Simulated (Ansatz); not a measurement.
**Bi2TeSe2: computed property card**

Bi2TeSe2:
```cif
data_Bi2Se2Te
_chemical_formula_sum 'Bi2 Te1 Se2'
_space_group_name_H-M_alt 'P 1'
_space_group_IT_number 1
_cell_length_a 10.29083
_cell_length_b 10.29083
_cell_length_c 10.29083
_cell_angle_alpha 23.787
_cell_angle_beta 23.787
_cell_angle_gamma 23.787
loop_
_space_group_symop_operation_xyz
  'x, y, z'
loop_
_atom_site_label
_atom_site_type_symbol
_atom_site_fract_x
_atom_site_fract_y
_atom_site_fract_z
_atom_site_occupancy
Bi1 Bi 0.40409 0.40409 0.40409 1
Bi2 Bi 0.59591 0.59591 0.59591 1
Te1 Te 0.00000 0.00000 0.00000 1
Se1 Se 0.78732 0.78732 0.78732 1
Se2 Se 0.21268 0.21268 0.21268 1
```

Space group R-3m (No. 166); conventional cell a = b = 4.242 Å, c = 29.986 Å, α = β = 90.00°, γ = 120.00°.

Method: r²SCAN+D4 (plane waves, PAW; program Ansatz). Structure relaxed to zero pressure with the same functional. Other levels are named where they apply.

Cell and energy:

```yaml
volume_per_atom: 31.15 Å³
density: 7.50 g/cm³
Formation energy from the elements (no fitted shifts): -0.35 eV/atom
```

Electronic structure:

```yaml
band_gap: 1.03 eV (direct)
valence_band_maximum: at Γ
conduction_band_minimum: at Γ
electron_effective_mass: 0.11, 0.11, 1.7 mₑ (principal values)
hole_effective_mass: 0.27, 0.27, 1.3 mₑ (principal values)
```

Mechanics:

```yaml
Bulk modulus (Birch–Murnaghan fit): 258 kbar
Pressure derivative B′: 13.1
```

Charges:

```yaml
bader_charges: Bi +1.01, Te -0.70, Se -0.66 e
```

The workflow started from a Materials Project entry (that database holds measured and hypothetical structures alike); the Crystallography Open Database files this formula in space group No. 166, but the cells were not matched. Whether it is the stable phase at ambient conditions was not checked. Symmetry was held in the r²SCAN+D4 relaxation; whether a distortion lowers the energy is not shown. The references are the lowest solids computed at this level, not always the standard phases. Spin–orbit coupling is left out wherever it is not named.

Potentials: the later of the program's two PAW sets.
